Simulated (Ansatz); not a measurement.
MgCdTe$_{2}$:
```cif
data_Cd2Mg2Te4
_chemical_formula_sum 'Mg2 Cd2 Te4'
_space_group_name_H-M_alt 'P 1'
_space_group_IT_number 1
_cell_length_a 7.83082
_cell_length_b 7.83082
_cell_length_c 7.83082
_cell_angle_alpha 131.908
_cell_angle_beta 131.908
_cell_angle_gamma 70.375
loop_
_space_group_symop_operation_xyz
  'x, y, z'
loop_
_atom_site_label
_atom_site_type_symbol
_atom_site_fract_x
_atom_site_fract_y
_atom_site_fract_z
_atom_site_occupancy
Mg1 Mg 0.75000 0.25000 0.50000 1
Mg2 Mg 0.00000 0.00000 0.00000 1
Cd1 Cd 0.25000 0.75000 0.50000 1
Cd2 Cd 0.50000 0.50000 0.00000 1
Te1 Te 0.62808 0.62500 0.50308 1
Te2 Te 0.37500 0.87808 0.00308 1
Te3 Te 0.12192 0.12500 0.49692 1
Te4 Te 0.87500 0.37192 0.99692 1
```

Relaxed with LDA.

Problem. Which orbitals make up the states near the band edges in LDA in the plane-wave PAW code Ansatz?

Solution. Top 1 eV of the valence band: Te 5p 93 %. Bottom 1 eV of the conduction band: Cd 5s 35 %, Te 5p 23 %, Mg 3s 17 %, Te 5s 14 %, outside the projected shells 10 %. Projections are on Löwdin-orthogonalised atomic valence shells; empty p or d shells of many metals are not among them.

Problem. Tabulate the density of states.

Solution. States/eV per cell of 8 atoms, in 0.25 eV bins, energy from the valence-band maximum.

| E (eV) | total | Te 5p | Cd 4d | Cd 5s |
|---|---|---|---|---|
| -7.85 | 58.75 | 1.13 | 57.09 | 0.11 |
| -7.60 | 20.60 | 0.38 | 18.16 | 0.05 |
| -7.35 | 0.00 | 0.00 | 0.00 | 0.00 |
| -7.10 | 0.00 | 0.00 | 0.00 | 0.00 |
| -6.85 | 0.00 | 0.00 | 0.00 | 0.00 |
| -6.60 | 0.00 | 0.00 | 0.00 | 0.00 |
| -6.35 | 0.00 | 0.00 | 0.00 | 0.00 |
| -6.10 | 0.00 | 0.00 | 0.00 | 0.00 |
| -5.85 | 0.00 | 0.00 | 0.00 | 0.00 |
| -5.60 | 0.00 | 0.00 | 0.00 | 0.00 |
| -5.35 | 0.00 | 0.00 | 0.00 | 0.00 |
| -5.10 | 0.00 | 0.00 | 0.00 | 0.00 |
| -4.85 | 0.00 | 0.00 | 0.00 | 0.00 |
| -4.60 | 0.00 | 0.00 | 0.00 | 0.00 |
| -4.35 | 0.00 | 0.00 | 0.00 | 0.00 |
| -4.10 | 4.86 | 2.99 | 0.03 | 1.63 |
| -3.85 | 6.20 | 3.80 | 0.05 | 1.84 |
| -3.60 | 4.94 | 3.07 | 0.04 | 1.17 |
| -3.35 | 4.27 | 3.06 | 0.03 | 0.10 |
| -3.10 | 4.11 | 2.90 | 0.05 | 0.08 |
| -2.85 | 1.84 | 1.30 | 0.04 | 0.05 |
| -2.60 | 2.10 | 1.54 | 0.05 | 0.07 |
| -2.35 | 5.32 | 4.71 | 0.08 | 0.10 |
| -2.10 | 6.14 | 5.49 | 0.09 | 0.12 |
| -1.85 | 5.91 | 5.37 | 0.08 | 0.07 |
| -1.60 | 9.92 | 9.04 | 0.13 | 0.09 |
| -1.35 | 8.50 | 7.85 | 0.12 | 0.05 |
| -1.10 | 10.34 | 9.54 | 0.18 | 0.06 |
| -0.85 | 8.02 | 7.44 | 0.15 | 0.03 |
| -0.60 | 7.93 | 7.36 | 0.19 | 0.02 |
| -0.35 | 4.18 | 3.91 | 0.10 | 0.01 |
| -0.10 | 1.43 | 1.35 | 0.04 | 0.00 |
| 0.15 | 0.00 | 0.00 | 0.00 | 0.00 |
| 0.40 | 0.00 | 0.00 | 0.00 | 0.00 |
| 0.65 | 0.00 | 0.00 | 0.00 | 0.00 |
| 0.90 | 0.00 | 0.00 | 0.00 | 0.00 |
| 1.15 | 0.00 | 0.00 | 0.00 | 0.00 |
| 1.40 | 0.00 | 0.00 | 0.00 | 0.00 |
| 1.65 | 0.01 | 0.00 | 0.00 | 0.01 |
| 1.90 | 0.09 | 0.02 | 0.00 | 0.03 |
| 2.15 | 0.17 | 0.04 | 0.00 | 0.06 |
| 2.40 | 0.76 | 0.18 | 0.00 | 0.27 |
| 2.65 | 3.79 | 0.87 | 0.00 | 1.23 |
| 2.90 | 5.74 | 1.33 | 0.01 | 1.70 |
| 3.15 | 5.65 | 1.22 | 0.01 | 1.46 |
| 3.40 | 4.21 | 0.66 | 0.00 | 0.64 |
| 3.65 | 6.75 | 0.90 | 0.01 | 0.46 |
| 3.90 | 5.57 | 0.80 | 0.01 | 0.25 |
| 4.15 | 4.34 | 0.62 | 0.00 | 0.17 |
| 4.40 | 4.08 | 0.49 | 0.00 | 0.17 |
| 4.65 | 6.53 | 0.65 | 0.00 | 0.31 |
| 4.90 | 8.79 | 0.76 | 0.01 | 0.30 |
| 5.15 | 6.04 | 0.43 | 0.00 | 0.14 |
| 5.40 | 5.72 | 0.33 | 0.00 | 0.11 |
| 5.65 | 9.61 | 0.41 | 0.01 | 0.11 |
| 5.90 | 8.98 | 0.39 | 0.01 | 0.12 |
| 6.15 | 6.17 | 0.29 | 0.00 | 0.10 |
| 6.40 | 5.31 | 0.24 | 0.00 | 0.09 |

Space group I-42d (chalcopyrite). The first step of the workflow began from a Materials Project structure, measured or hypothetical; the Crystallography Open Database copy checked does not list it. Its standing as an ambient phase is unchecked. The cell was relaxed with LDA under the symmetry of its start; of distortions, only those at the zone centre were tested. Scalar-relativistic: spin–orbit coupling is off unless named, which matters more the heavier the elements.

Potentials: the later of the program's two PAW sets.
